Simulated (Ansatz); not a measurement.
TiI$_{4}$:
```yaml
crystal:
  lattice:
    - [6.74264, 4.12135, 0.00000]
    - [-6.74264, 4.12135, 0.00000]
    - [-0.08268, 0.00000, 6.92070]
  atoms:
    - { symbol: Ti, position: [0.34108, 0.34108, 0.75000] }
    - { symbol: Ti, position: [0.65892, 0.65892, 0.25000] }
    - { symbol: I, position: [0.72456, 0.49610, 0.92706] }
    - { symbol: I, position: [0.27544, 0.50390, 0.07294] }
    - { symbol: I, position: [0.49610, 0.72456, 0.57294] }
    - { symbol: I, position: [0.50390, 0.27544, 0.42706] }
    - { symbol: I, position: [0.01136, 0.26099, 0.60340] }
    - { symbol: I, position: [0.98864, 0.73901, 0.39660] }
    - { symbol: I, position: [0.26099, 0.01136, 0.89660] }
    - { symbol: I, position: [0.73901, 0.98864, 0.10340] }
```

Relaxed with r²SCAN+D4.

Question: Give the Bader charges and basin volumes of the independent atoms, plane-wave PAW r²SCAN+D4 (Ansatz code).

Answer: 

| atom | Bader charge (e) | Bader volume (Å³) |
|---|---|---|
| Ti1 | +1.70 | 10.6 |
| I3 | -0.47 | 43.6 |
| I7 | -0.37 | 47.1 |

Space group C2/c. The first step of the workflow began from a Materials Project structure, measured or hypothetical; the Crystallography Open Database files this formula in space group No. 15, but the cells were not matched. Its standing as an ambient phase is unchecked. The r²SCAN+D4 relaxation kept the symmetry of its start; whether a distortion lowers the energy is not shown. The run is not spin-polarised. Scalar-relativistic: spin–orbit coupling is off unless named, which matters more the heavier the elements.

Potentials: the later of the program's two PAW sets.
